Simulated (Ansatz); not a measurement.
**SnI2O6F2: ¹¹⁹Sn Mössbauer parameters**

Cell: a refined structure from the COD, ions relaxed with PBE at fixed cell.

Space group P2_1 (No. 4); a = 5.4360, b = 9.9100, c = 6.2810 Å, β = 105.44°.

```csv
site,Wyckoff,site symmetry,x,y,z
Sn,2a,1,0.8076,0.1284,0.7138
I3,2a,1,0.4164,0.2458,0.0632
I5,2a,1,0.1954,0.0190,0.3593
O7,2a,1,0.9449,0.0032,0.5107
O9,2a,1,0.1418,0.1986,0.2876
O11,2a,1,0.1434,0.2374,0.8101
O13,2a,1,0.6612,0.2631,0.9022
O15,2a,1,0.4635,0.0295,0.6158
O17,2a,1,0.4775,0.0666,0.1280
F19,2a,1,0.7042,0.2671,0.4716
F21,2a,1,0.9062,0.9900,0.9533
```

One atom of each set is listed.

Computed with Ansatz: DFT, r2SCAN, plane waves and PAW, scalar-relativistic, 500 eV cutoff, Γ-centred 4×2×4 k-points, Fermi–Dirac smearing 0.02 eV.

Isomer shifts (against SnO₂) follow from the electron density at the nucleus, δ = α(ρ − ρ₀), with α = 0.093 mm s⁻¹ a₀³ and ρ₀ = 183072.84 a₀⁻³ from a line fitted to 8 measured compounds at this level of theory (rms miss 0.14 mm/s). ΔE_Q = ½eQV_zz(1 + η²/3)^½ with Q = -0.132 b for the 23.9 keV state.

Task: Where do the absorption lines lie?

Result: Sn (2 atoms a cell): δ = -0.07, |ΔE_Q| = 0.20 mm/s, a doublet too narrow to resolve, seen as one line at -0.07 mm/s.

The largest force is 0.8 eV/Å, so the atoms aren't at the calculated equilibrium and relaxing them would move these values. Without spin–orbit coupling (the program notes it for Sn) the gradients are little affected as a rule: paired runs on crystals with a gap mostly move them by under 2 % at such atoms. With these PAW files V_zz is typically within 2 to 3 % of all-electron values, but misses above 10 % occur on Sn.

Hardware: 2 threads of Arm Neoverse V2 (aarch64; 32 cores open to the job, memory cap 5.0 GiB, no GPU), a shared host with a load of 0.7 a core. Wall time 2 min, CPU time 4 min, peak memory 1.6 GiB.
